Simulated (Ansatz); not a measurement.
Input and command of a calculation in Ansatz (plane waves; scalar-relativistic PAW potentials unless the input names others):

```yaml
crystal:
  lattice:
    - [5.0208131959, 0.0, 0.0]
    - [0.0, 5.0208131959, 0.0]
    - [0.0, 0.0, 3.4970302158]
  atoms:
    - { symbol: Sn, position: [0.0, 0.0, 0.0] }
    - { symbol: Sn, position: [0.5, 0.5, 0.5] }
    - { symbol: O, position: [0.3066050863, 0.3066050863, 0.0] }
    - { symbol: O, position: [0.1933949137, 0.8066050863, 0.5] }
    - { symbol: O, position: [0.6933949137, 0.6933949137, 0.0] }
    - { symbol: O, position: [0.8066050863, 0.1933949137, 0.5] }
basis:
  ecutwfc: 420
kpoints:
  mp_grid: { grid: [1, 1, 1] }
hamiltonian:
  xc: pbe
scf:
  occupations: { method: gaussian, width: 0.05 }
  max_iter: 60
output:
  forces: true
  eigenvalues: true
  stress: true
```

```bash
ansatz run input.yaml --threads 2 --pin off --max-ram 5120MiB --backend cpu --events-out ev --progress --plain --runs-dir out
```

Abridged log:
```
Pseudopotentials: kind: paw
Pseudopotential: Sn, paw, valence charge 14, recommended cutoff 420 eV (normal)
Pseudopotential: O, paw, valence charge 6, recommended cutoff 420 eV (normal)
Functional definition: PBE
Crystal: 6 atoms, lattice volume = 88.155 Å³
Basis set: ecut = 420 eV, 1735 PW (Γ), exchange–correlation on 72×72×48 points (8 copies of the dense FFT grid, shifted against one another)
Bands: 32, of which v1, the nominal top of the filled ones, is band 26 counted from 1 (25 counted from 0)
Symmetry: 16 space group operations
Space group: P42/mnm (ITA 136), of the structure as read, at distance tolerance 4.5e-5 Å
k-points: 1
Initial density: superposition of atomic densities (neutral atoms: chi_scale 0, normalization atom), corrected by the library's trained network
Initial wavefunctions: pseudopotential atomic-orbital guess
Functional: x = pbe(κ = 0.804, μ = 0.21951497), c = pbe(β = 0.06672455)
SCF iter   1: F=—  HF=-14310.198230 eV  |F-HF|=—  |Δ(HF+E_count)|=         —  Δρ=7.76e-2  dr2=1.59e0  ethr=1.77e-3  ⟨swp⟩=6.0  Hψ=150  notcnv=0
SCF iter   2: F=—  HF=-14309.723423 eV  |F-HF|=—  |Δ(HF+E_count)|=   4.75e-1  Δρ=4.06e-2  dr2=4.78e-1  ethr=1.77e-3  ⟨swp⟩=2.0  Hψ=44  notcnv=0  defer=2
SCF iter   3: F=—  HF=-14309.537742 eV  |F-HF|=—  |Δ(HF+E_count)|=   1.86e-1  Δρ=4.39e-3  dr2=1.68e-2  ethr=9.20e-4  ⟨swp⟩=2.0  Hψ=50  notcnv=0
automatic band count: iteration 3 solves 30 bands in place of 32: the levels show a gap, and the empty bands left out lie too high to hold charge; the band table lists the bands solved (type scf.n_extra_bands for more)
SCF iter   4: F=—  HF=-14309.534435 eV  |F-HF|=—  |Δ(HF+E_count)|=   3.31e-3  Δρ=1.70e-3  dr2=2.49e-3  ethr=3.23e-5  ⟨swp⟩=2.0  Hψ=55  notcnv=0
SCF iter   5: F=—  HF=-14309.534651 eV  |F-HF|=—  |Δ(HF+E_count)|=   2.16e-4  Δρ=6.09e-4  dr2=2.86e-4  ethr=4.79e-6  ⟨swp⟩=2.0  Hψ=42  notcnv=0
SCF iter   6: F=—  HF=-14309.534657 eV  |F-HF|=—  |Δ(HF+E_count)|=   5.80e-6  Δρ=1.21e-4  dr2=1.43e-5  ethr=5.49e-7  ⟨swp⟩=2.0  Hψ=56  notcnv=0
SCF iter   7: F=—  HF=-14309.534462 eV  |F-HF|=—  |Δ(HF+E_count)|=   1.95e-4  Δρ=2.87e-5  dr2=7.37e-7  ethr=2.75e-8  ⟨swp⟩=2.0  Hψ=46  notcnv=0
SCF iter   8: F=-14309.534464 eV  HF=-14309.534464 eV  |F-HF|=2.79e-8  |Δ(HF+E_count)|=   1.72e-6  Δρ=3.67e-6  dr2=1.05e-8  ethr=1.92e-10  ⟨swp⟩=6.0  Hψ=137  notcnv=0
SCF 1 converged in 8 iterations: F = -14309.534464 eV  dr2 = 1.05e-8
SCF converged after 8 iterations
Free energy (F): -14309.534464 eV
Harris-Foulkes:  -14309.534464 eV  (|F-HF|=2.79e-8)
Internal energy: -14309.534062 eV  (E = F + TS)
E sigma→0 (E₀):  -14309.534263 eV
Entropy (-TS):   -0.000401 eV (-0.067 meV/atom)
Fermi energy:    6.184035 eV
--- Forces (eV/Å), atoms counted from 1 ---
  atom   1  Sn     0.00000000     0.00000000     0.00000000
  atom   2  Sn     0.00000000     0.00000000     0.00000000
  atom   3  O     -0.38520901    -0.38520901     0.00000000
  atom   4  O      0.38520901    -0.38520901     0.00000000
  atom   5  O      0.38520901     0.38520901     0.00000000
  atom   6  O     -0.38520901     0.38520901     0.00000000
--- Stress (GPa, compression-positive) ---
       11.802010       0.000000       0.000000
        0.000000      11.802010       0.000000
        0.000000       0.000000      18.094781
  P = ⅓ Tr σ = 13.8996 GPa (138.996 kbar)
```

Task: What is wrong with this input?

Result: The fault is one k-point for a small cell (kpoints.mp_grid.grid: [6, 6, 8] → [1, 1, 1], the first being the value of the sound run). Setting it back cures it. The run converged all the same, with an energy at zero smearing 1.2 eV/atom above the reference's, pressure 13.90 GPa, largest force 0.545 eV/Å, gap on the mesh 0.22 eV, so convergence alone doesn't show that an input is right. A reference run from the same start on usual settings converged with pressure -19.57 GPa, largest force 0.274 eV/Å, gap on the mesh 0.09 eV.

It took 1.1 s on 2 threads of AMD EPYC (Zen 3), on a shared host, peak memory 0.3 GiB.